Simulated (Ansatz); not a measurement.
**Trial structures of KRb2: starts and ends**

All numbers below come from DFT PBE, scalar-relativistic, plane waves, PAW in Ansatz. All cells share a 420 eV cutoff and Γ-centred k meshes spaced at most about 0.3 Å⁻¹ (about 0.25 or finer for metals, 2π included). No spin polarisation in the final relaxations.

Each guess was relaxed in cell and atoms at zero pressure, within the symmetry of its start. All energies are static (0 K, no zero-point motion). Coordination counts all near atoms (those within 1.25 times the shortest distance at each site; a plus sign parts nearer from farther groups; a slash parts the counts of unlike sites).

| guess | made from | start group | V start (Å³/atom) | end group | V end (Å³/atom) | coordination at the end | gap on mesh (eV) | E over the lowest end (meV/atom) |
| --- | --- | --- | --- | --- | --- | --- | --- | --- |
| 1 | Sc2In type | P6_3/mmc | 45.1 | P6_3/mmc (Ni2In) | 85.9 | K 11, Rb 11/14 | 0 | 8 |
| 2 | Cs2O type | R-3m | 36.5 | R-3m | 85.6 | K 12, Rb 12 | 0 | 0 |
| 3 | WSe2 type | P-6m2 | 54.1 | P-6m2 | 86.6 | K 12, Rb 10 | 0 | 16 |
| 4 | SrCl2 type | Fm-3m | 39.6 | ? | ? | ? | ? | ? |
| 5 | random cell | I4/mmm | 47.8 | I4/mmm | 100.9 | K 8, Rb 4+6 | 0 | 101 |

Guess 4 as it starts:

```
K Rb
1.0
     0.00000    3.90256    3.90256
     3.90256    0.00000    3.90256
     3.90256    3.90256    0.00000
K Rb
1 2
Direct
  0.00000 0.00000 0.00000
  0.75000 0.75000 0.75000
  0.25000 0.25000 0.25000
```

Task: Fill in the missing row: what does this guess relax into, and where does it rank?

Result: It ends in the fluorite type, space group Fm-3m (No. 225), with a = 10.624 Å, 99.9 Å³/atom and no gap. It lies 103 meV/atom over the lowest end, within the noise of guess 5 and so the highest of the set. Counting all near atoms, this end has K 8, Rb 4+6 and the lowest (guess 2) has K 12, Rb 12.

```cif
data_structure
_symmetry_space_group_name_H-M 'Fm-3m'
_symmetry_Int_Tables_number 225
_cell_length_a 10.6240
_cell_length_b 10.6240
_cell_length_c 10.6240
_cell_angle_alpha 90.000
_cell_angle_beta 90.000
_cell_angle_gamma 90.000
_cell_volume 1199.13
loop_
_atom_site_label
_atom_site_type_symbol
_atom_site_symmetry_multiplicity
_atom_site_Wyckoff_symbol
_atom_site_fract_x
_atom_site_fract_y
_atom_site_fract_z
_atom_site_occupancy
K1 K 4 a 0.00000 0.00000 0.00000 1
Rb1 Rb 8 c 0.25000 0.25000 0.75000 1
```

The zero of energy is the elements' standard structures at the same level; no fitted shifts are applied.

Task: Is the lowest end bound against the elements?

Result: Too close to call: its formation energy is 0.00 eV/atom. The formation energy is too near zero to say whether this cell lies below the elements.

The k mesh leaves some 4 meV/atom of noise in the energy of each metallic cell. Cells relaxed within their symmetry can be saddle points. A lower structure may well exist outside this small set. Some candidate types were left out of the draw beforehand, so a known form may be missing.
